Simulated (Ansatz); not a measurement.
# K2LiAlH6: excitons and shallow donors from band masses and screening

All numbers below come from Ansatz 0.2.0, DFT PBEsol, scalar-relativistic, plane waves, PAW.

Settings: cutoff 420 eV, Γ-centred mesh 6×6×6 on the computed 10-atom cell, Gaussian smearing of 0.02 eV; no spin polarisation.

Relaxed cell: Fm-3m, a = 7.712 Å, b = 7.712 Å, c = 7.712 Å, α = 90.00°, β = 90.00°, γ = 90.00°, 10 atoms in the primitive cell. Whether it is the stable form of this composition wasn't checked.

The calculation gives a Kohn–Sham gap of 2.33 eV, an electron mass of 0.475 mₑ and a hole mass of 0.582 mₑ (harmonic means over x, y, z and over the bands degenerate at each edge), and ε∞ = 3.87 (independent particles, mean of the diagonal). The masses depend on direction at the band edges, which the isotropic model averages.

Estimate the binding energy and radius of a Wannier–Mott exciton and of a shallow donor, and say whether the hydrogenic model can hold.

The reduced mass is μ = mₙmₕ/(mₙ + mₕ) = 0.261 mₑ, with mₙ and mₕ the band masses. With E_b = 13.606 eV × μ/ε² and a = 0.529 Å × ε/μ (μ in mₑ) the exciton has E_b = 237 meV and a = 7.8 Å. For a donor μ is the electron mass: 431 meV and 4.3 Å. The radius isn't large against the shortest lattice vector (5.45 Å), so the continuum picture is doubtful and the numbers are only a scale. In a polar crystal the ions screen too, so a state bound more weakly than an optical phonon feels the larger static constant, which lowers the energy and widens the orbit. The other way, the small Kohn–Sham gap and the missing local fields make ε∞ too large and the masses tend to be too light, which underbinds. The edges lie at different points of the zone, so the exciton is indirect.

Cost: 4 runs of about 3.4 core-minutes in all, on Intel Xeon Platinum 8259CL (Skylake/Cascade Lake) (shared hosts).